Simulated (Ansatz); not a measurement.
Starting structure, 1 SF6 a cell, upright, over a hollow Si-Si-Si site (Si, Fd-3m (No. 227), (1 1 0) face):

```xyz
23
Lattice="7.6672 0.0000 0.0000 0.0000 5.4215 0.0000 0.0000 0.0000 26.9104" Properties=species:S:1:pos:R:3 pbc="T T T"
Si    1.9168    0.0000    8.0000
Si    5.7504    0.0000    8.0000
Si    3.8336    1.3554    8.0000
Si    0.0000    1.3554    8.0000
Si    3.8336    2.7108    9.9168
Si    0.0000    2.7108    9.9168
Si    5.7504    4.0661    9.9168
Si    1.9168    4.0661    9.9168
Si    5.7504    0.0199   11.8464
Si    1.9168    0.0199   11.8464
Si    0.0000    1.3355   11.8464
Si    3.8336    1.3355   11.8464
Si    0.0000    2.7545   13.6600
Si    3.8336    2.7545   13.6600
Si    1.9168    4.0224   13.6600
Si    5.7504    4.0224   13.6600
S     0.0000    5.4069   15.7800
F     0.0000    5.4069   17.3600
F     0.0000    5.4069   14.2000
F     1.4070    6.1259   15.7800
F    -1.4070    4.6880   15.7800
F    -0.7189    6.8139   15.7800
F     0.7189    4.0000   15.7800
```

All numbers below come from DFT PBE+D3(BJ), scalar-relativistic, plane waves, PAW in Ansatz 0.2.0. Settings: cutoff 420 eV, Γ-centred mesh 2×3×1 on the computed 23-atom cell, Gaussian smearing of 0.05 eV; no spin polarisation. A dipole correction removes the field between periodic images along c.

Atoms 1, 2, 3, 4, 5, 6, 7, 8 (counted from 1) are held. The cell is fixed. Force threshold 0.04 eV/Å.

```tsv
step	E − E_final (eV)	largest force (eV/Å)
1	3.592	2.235
2	1.859	1.275
3	0.947	0.883
4	0.500	0.506
5	0.293	0.420
6	0.167	0.376
7	0.076	0.215
8	0.030	0.062
9	0.009	0.164
10	0.003	0.194
11	0.001	0.114
12	0.000	0.044
13	0.000	0.017
```

**Question.** What is the final structure?

**Answer.**
```
CELL_PARAMETERS angstrom
7.66719 0.00000 0.00000
0.00000 5.42152 0.00000
0.00000 0.00000 26.91039
ATOMIC_POSITIONS crystal
Si 0.25000 0.00000 0.29728
Si 0.75000 0.00000 0.29728
Si 0.50000 0.25000 0.29728
Si 0.00000 0.25000 0.29728
Si 0.50000 0.50000 0.36851
Si 0.00000 0.50000 0.36851
Si 0.75000 0.75000 0.36851
Si 0.25000 0.75000 0.36851
Si 0.73268 0.01319 0.43824
Si 0.26732 0.01324 0.43824
Si 0.99997 0.20728 0.43563
Si 0.50000 0.29302 0.44442
Si 0.00007 0.53998 0.48665
Si 0.50011 0.45072 0.52694
Si 0.27343 0.70365 0.49612
Si 0.72680 0.70379 0.49616
S 0.99616 0.07602 0.63022
F 0.98706 0.02417 0.68849
F 0.00522 0.12791 0.57149
F 0.16643 0.24108 0.63808
F 0.82575 0.91060 0.62194
F 0.87628 0.31460 0.63706
F 0.11607 0.83710 0.62294
```

The end is the local minimum or symmetric point that this start leads to. The slab is only 5.8 Å thick, so the energy isn't converged with thickness.

An atom lies near a switch of its D3 coefficient C6 between reference coordination numbers, so the dispersion energy changes steeply there and can make or shift the minimum.

Cost: 1 run of about 11 core-minutes, on Arm Neoverse V1 (shared hosts).